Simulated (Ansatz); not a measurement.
Values for one crystal, relaxed and computed with the program Ansatz at the LDA level (PAW); other levels are named.

| Property | Value |
|---|---|
| Volume per atom | 38.05 Å³ |
| Band gap | 1.87 eV (smallest direct gap 1.87 eV) |
| Hole effective mass with spin–orbit coupling | 0.84, 3.0, 3.0 mₑ (principal values) |
| HSE06 gap on the LDA cell | 2.51 eV |
| Pressure derivative B′ | 9.3 |
| Electron effective mass with spin–orbit coupling | 0.55, 0.55, 0.61 mₑ (principal values) |
| Electron effective mass | 0.32, 0.32, 1.2 mₑ (principal values) |

Q: Which of these materials gives this?
A) CsI, CsCl type
B) GeI2, CdI2 type
C) LaScO3, Pnma (La on 4c, Sc on 4a, O on 4c, O on 8d)
D) SbI3, R-3 (Sb on 6c, I on 18f)

A: D, SbI3, R-3 (Sb on 6c, I on 18f)

The first step of the workflow began from a Materials Project structure, measured or hypothetical; the Crystallography Open Database files this formula in space group No. 148, but the cells were not matched. Whether it is the stable phase at ambient conditions was not checked. The cell was relaxed with LDA under the symmetry of its start; its stability against distortions is not shown here. A crystal of weakly bound layers computed without a dispersion correction: the cell and the soft elastic constants depend strongly on that. Spin–orbit coupling is left out wherever it is not named.

Potentials: the later of the program's two PAW sets.
